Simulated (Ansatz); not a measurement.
## VN$_{2}$: how the half-step-shifted k-point mesh moves the results

All numbers below come from DFT PBEsol, scalar-relativistic, plane waves, PAW in Ansatz.

```yaml
crystal:
  lattice:
    - [-2.15075, 2.15075, 2.49135]
    - [2.15075, -2.15075, 2.49135]
    - [2.15075, 2.15075, -2.49135]
  atoms:
    - { symbol: V, position: [0.25000, 0.25000, 0.00000] }
    - { symbol: V, position: [0.75000, 0.75000, 0.00000] }
    - { symbol: N, position: [0.11510, 0.61510, 0.73020] }
    - { symbol: N, position: [0.61510, 0.88490, 0.50000] }
    - { symbol: N, position: [0.88490, 0.38490, 0.26980] }
    - { symbol: N, position: [0.38490, 0.11510, 0.50000] }
```

```
plane-wave cutoff : 420 eV
occupation rule   : Gaussian smearing, 0.1 eV
spin treatment    : unpolarised
```

The atoms are held and the half-step-shifted k-point mesh is swept. Energies are extrapolated to zero smearing and count from the reference run, 12×12×12 Γ-centred mesh, Gaussian smearing 0.1 eV. The cell isn't necessarily relaxed at this level. Pressure is positive in compression.

```tsv
shifted mesh	ΔE (meV/atom)	P (GPa)	largest change of a force component (eV/Å)	irreducible points
6×6×6	1.86	-11.59	0.004	28
8×8×8	0.12	-11.59	0.003	56
10×10×10	0.08	-11.60	0.000	99
```

Cost: 3 runs of about 0.28 core-minutes in all, on Intel Xeon Platinum 8259CL (Skylake/Cascade Lake) (shared hosts).